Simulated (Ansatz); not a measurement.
## SnSe: an elastic constant from a strain scan

Theory: Ansatz, DFT r2SCAN, scalar-relativistic, plane waves, PAW. The runs took a 500 eV cutoff, a Γ-centred 10×10×10 mesh and Gaussian smearing (0.05 eV). No spin polarisation. Energies are free energies at this smearing, counted from the undisturbed cell; pressure is positive in compression.

Reference structure (relaxed at this level; this rock-salt form isn't the usual structure):

```
Sn Se
1.0
     0.00000    3.01000    3.01000
     3.01000    0.00000    3.01000
     3.01000    3.01000    0.00000
Sn Se
1 1
Direct
  0.00000 0.00000 0.00000
  0.50000 0.50000 0.50000
```

The cell is strained by ε times the Voigt pattern (0, 1, 0, 0, 0, 0) (xx, yy, zz, yz, xz, xy; engineering shear) with fractional coordinates fixed. The cell holds 2 atoms in V0 = 54.54 Å³. The stress column is τ = (1/V0) dE/dε, got from the stress tensor σ (compression positive) at each point as −det(1 + εP) σ : P(1 + εP)⁻¹, with P the pattern as a tensor.

```
      ε  ΔE (meV/atom)  τ (GPa)
-0.0200          4.887   -3.026
-0.0150          2.670   -2.191
-0.0100          1.143   -1.405
-0.0050          0.266   -0.665
 0.0000          0.000    0.031
 0.0050          0.308    0.685
 0.0100          1.154    1.297
 0.0150          2.505    1.871
 0.0175          3.360    2.143
 0.0200              ?        ?
```

**Question.** Which combination of elastic constants does this scan measure, and how large is it?

**Answer.** For small ε, τ = τ0 + Kε with K = pᵀCp, which for this pattern is C11 in the cubic axes. The parabola through τ at ε = -0.0050, 0 and 0.0050 has slope K = 135 GPa at zero. The energies per cell, E = NΔE, of the same two points give K = 2[E(ε₊)/ε₊ − E(ε₋)/ε₋]/[(ε₊ − ε₋)V0] = 135 GPa, in agreement.

**Question.** Predict the withheld row at ε = 0.0200 from the harmonic law, and compare.

**Answer.** ΔE = V0(τ0 ε + Kε²/2)/N = 4.699 meV/atom and τ = 2.73 GPa. The calculation gives 4.328 meV/atom and 2.41 GPa: the energy lies 8 % below the harmonic value, as bonds soften when stretched.

Cost: 10 runs of about 2.1 core-minutes in all, on Intel Xeon Platinum 8259CL (Skylake/Cascade Lake) (shared hosts).